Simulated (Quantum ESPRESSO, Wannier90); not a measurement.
## Tight-binding from DFT: TlIO₃ (R3m)

```xyz
5
Lattice="3.1508 1.8191 2.6554 -3.1508 1.8191 2.6554 0.0000 -3.6382 2.6554" Properties=species:S:1:pos:R:3 pbc="T T T"
Tl     0.0000     0.0000     0.0697
I      0.0000     0.0000    -3.9683
O     -1.7601    -1.0162     2.1962
O      1.7601    -1.0162     2.1962
O      0.0000     2.0323     2.1962
```

Cell from Materials Project (mp-22981), symmetrised, no further relaxation. Not found in the COD (Crystallography Open Database) copy used; not checked further. Level: LDA, no spin polarisation, no spin-orbit coupling; pw.x of Quantum ESPRESSO at 68 Ry with PseudoDojo potentials, 6×6×6 k-points, Wannier90. Density: 8×8×8 mesh, cold smearing 0.01 Ry. Spin-orbit coupling is left out although heavy elements are present.

Band 1 is isolated and gives one Wannier function a cell (I2 5s 33 %, O3 2s 17 %, O5 2s 17 %; spread 2.00 Å²). Its on-site energy is ε = -19.699 eV relative to the valence-band maximum, and its hoppings t(R) = t(−R) to the nearer images are (images within this range that aren't listed have |t| under 5 meV):

```csv
R (lattice vectors; −R alike),distance (Å),t (eV)
0 0 1,4.50,-0.043
0 1 0,4.50,-0.043
1 0 0,4.50,-0.043
```

Problem. Work out the band energy at Γ, T, H_2, H_0 from these numbers.

Solution. For one orbital E(k) = ε + Σ_R 2 t(R) cos(2π k·R), the sum over the listed R.
- Γ, k = (0.000, 0.000, 0.000): E = -19.699 + (-0.043)·(6.00) = -19.96 eV; pw.x: -19.96 eV
- T, k = (0.500, 0.500, 0.500): E = -19.699 + (-0.043)·(-6.00) = -19.44 eV; pw.x: -19.44 eV
- H_2, k = (0.520, 0.480, 0.500): E = -19.699 + (-0.043)·(-5.97) = -19.44 eV; pw.x: -19.44 eV
- H_0, k = (0.500, -0.480, 0.480): E = -19.699 + (-0.043)·(-5.97) = -19.44 eV; pw.x: -19.44 eV

At these points the listed shells miss the plane-wave band by up to 0.00 eV, of a width of 0.52 eV on the path. With all its hoppings the model misses the band by 0.1 meV at worst on the whole path; the listed shells hold nearly all of the dispersion.
